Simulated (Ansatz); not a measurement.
Zr (hcp, Mg type)

```
Zr
1.0
    3.23126     0.00000     0.00000
   -1.61563     2.79835     0.00000
    0.00000     0.00000     5.17316
Zr
2
Direct
  0.33333   0.66667   0.75000
  0.66667   0.33333   0.25000
```

The slice is a (1 -1 0 0) plane (indices of the conventional cell) through the point (0.667, 0.333, 0.250) (fractional), spanned by u = [110] and v = [001] in vectors of this cell: u (3.23 Å) and v (5.17 Å, at 90° to u). It covers one period; positions are fractions (u, v).

Computed with PBE (plane waves to 420 eV, PAW, scalar-relativistic; Ansatz, a program for electronic structure). k mesh 17×17×9. Near the nuclei the fields are pseudised (PAW); where an atom keeps semicore shells as valence, they peak there. Zr is run without spin polarisation. Zr was relaxed with its symmetry unable to fall.

What is the ELF at the midpoint of the shortest Zr–Zr line in this plane (3.23 Å)?

0.2.

What is the valence density on the shortest Zr–Zr line in this plane (3.23 Å), at its midpoint?

0.17 e/Å³.

Sketch the valence electron density on this plane as a map.


```
|9999999977442200000000224477999999|
|9999998866331100000000113366889999|
|9999886644221100000000112244668899|
|7777664433110000000000001133446677|
|5544442211000000000000000011224444|
|2222221100000000000000000000112222|
|1111000000000000000000000000000011|
|0000000000000000000000000000000000|
|0000000000000000000000000000000000|
|0000000000000011111111000000000000|
|0000000000111122222222111100000000|
|0000000011112233333333221111000000|
|0000000011223344444444332211000000|
|0000001111223344444444332211110000|
|0000000011223344444444332211000000|
|0000000011112233333333221111000000|
|0000000000111122222222111100000000|
|0000000000000011111111000000000000|
|0000000000000000000000000000000000|
|0000000000000000000000000000000000|
|1111000000000000000000000000000011|
|2222221100000000000000000000112222|
|5544442211000000000000000011224444|
|7777664433110000000000001133446677|
|9999886644221100000000112244668899|
|9999998866331100000000113366889999|
|9999999977442200000000224477999999|
|8899999977442200000000224477999999|
```
Scale: ten equal steps from -0.82 (start of '0') to 0.62 (end of '9'), in the order '0123456789'. Values: log₁₀ of the valence density in e/Å³. The map has 17 points along u (two characters each, u = 0 at the left) and 28 along v (v = 0 in the bottom row). The scale is logarithmic, as a density can span decades between atoms and voids.
